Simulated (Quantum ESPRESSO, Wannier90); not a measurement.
**Wannier functions of Ga2AsP (R3m)**

```yaml
crystal:
  lattice:
    - [-1.96511, 3.40367, 0.00000]
    - [-3.93022, 0.00000, 0.00000]
    - [-1.96511, 1.13456, 6.41726]
  atoms:
    - { symbol: Ga, position: [0.99756, 0.99756, 0.00733] }
    - { symbol: Ga, position: [0.50249, 0.50249, 0.49252] }
    - { symbol: P, position: [0.62502, 0.62502, 0.12493] }
    - { symbol: As, position: [0.12493, 0.12493, 0.62521] }
```

Cell from Materials Project (mp-1224789), symmetrised, no further relaxation. Not found in the COD (Crystallography Open Database) copy used; not checked further. Computed values, not measurements, from PBEsol: Quantum ESPRESSO (norm-conserving PseudoDojo potentials, cutoff 68 Ry, spinors with spin-orbit coupling) on a Γ-centred 4×4×4 mesh, then Wannier90. Density: 10×10×10 mesh, cold smearing 0.01 Ry.

The plane-wave run has 82 bands and 46 electrons a cell. On the energy scale of pw.x, whose zero is arbitrary, the valence-band maximum lies at 8.27 eV.

Isolated groups of bands, relative to the valence-band maximum (bands from 47 on overlap up to the last one computed):

```json
[
 {"bands": "1–4", "from (eV)": "-35.66", "to (eV)": "-35.65", "filling": "filled", "weight on atomic waves": "As 3d 100 %"},
 {"bands": "5–10", "from (eV)": "-34.93", "to (eV)": "-34.92", "filling": "filled", "weight on atomic waves": "As 3d 100 %"},
 {"bands": "11–18", "from (eV)": "-15.22", "to (eV)": "-15.01", "filling": "filled", "weight on atomic waves": "Ga 3d 99 %"},
 {"bands": "19–30", "from (eV)": "-14.79", "to (eV)": "-14.54", "filling": "filled", "weight on atomic waves": "Ga 3d 99 %"},
 {"bands": "31–34", "from (eV)": "-12.80", "to (eV)": "-9.96", "filling": "filled", "weight on atomic waves": "As 4s 29 %, P 3s 27 %, Ga 4p 24 %"},
 {"bands": "35–46", "from (eV)": "-7.01", "to (eV)": "0.00", "filling": "filled", "weight on atomic waves": "P 3p 30 %, As 4p 29 %, Ga 4p 23 %"}
]
```

Input w.win, without the blocks of cell, atoms and k-points (64 lines):

```
num_bands = 52
num_wann = 32
exclude_bands = 1-30
spinors = true
num_iter = 1000
conv_tol = 1.0e-6
conv_window = 4
dis_num_iter = 1000
dis_conv_tol = 1.0e-6
dis_froz_max = 16.14
write_hr = true
write_u_matrices = true
begin projections
f=-0.01061,0.00547,0.01306: s;p
f=-0.49728,-0.50656,0.48856: s;p
f=-0.38381,-0.36039,0.12490: s;p
f=0.12117,0.12821,-0.36765: s;p
end projections
mp_grid = 4 4 4
```

wannier90.x stops with:
```
dis_windows: More states in the frozen window than target WFs
```
At some k-point more bands lie below dis_froz_max than there are Wannier functions, and every frozen state has to fit into the subspace. Mended as below, all else unchanged, the run goes through (Ω_I = 44.6 Å²) and follows the plane-wave bands to 46 meV rms (states up to 1.8 eV relative to the valence-band maximum).
```
dis_froz_max = 10.60
```
